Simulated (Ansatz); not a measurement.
Ta, DFT, PBEsol, all-electron LAPW, scalar-relativistic (Ansatz 0.2.0), run on 1 thread of Intel(R) Xeon(R) Platinum 8488C (Sapphire Rapids) on a shared host.

The geometry is COD entry 1534932, unchecked; take it as a test cell. The listed cell was then made from it by scaling, straining or moving an atom.

Command: `ansatz run input.yaml --threads 1 --pin off --max-ram 3072MiB --backend cpu --events-out ev --progress --plain --runs-dir out`

```yaml
crystal:
  lattice:
    - [0.0633, 2.14165, 2.14165]
    - [2.14165, 0.0633, 2.14165]
    - [2.14165, 2.14165, 0.0633]
  atoms:
    - { symbol: Ta, position: [0.0, 0.0, 0.0] }
kpoints:
  mp_grid: { grid: [15, 15, 15] }
  band_path:
    path:
      - [0.0, 0.0, 0.0]
      - [0.5, 0.5, 0.5]
      - [0.2428775097, 0.5, 0.7571224903]
      - [-0.2428775097, 0.2428775097, 0.5]
      - [0.0, 0.0, 0.5]
      - [0.0, 0.0, 0.0]
      - [-0.3714387548, 0.0, 0.3714387548]
      - [0.0, 0.3714387548, 0.6285612452]
      - [0.0, 0.5, 0.5]
    npoints: 5
scf:
  occupations: { method: fermi_dirac, width: 0.08 }
hamiltonian:
  xc: pbesol
  pseudopotentials: { kind: all_electron, lapw: { basis_error: 0.0005 } }
output:
  forces: true
  stress: true
  eigenvalues: true
```

Q: How large is the problem that the program sets up?

A: 344 irreducible k-points, 175 plane waves at Γ, 23 bands.

Q: About how long does it take, and how much memory does it use?

A: 32 s of wall time for 9 SCF iterations, with a peak of 0.61 GiB. Times on shared machines scatter by tens of per cent.
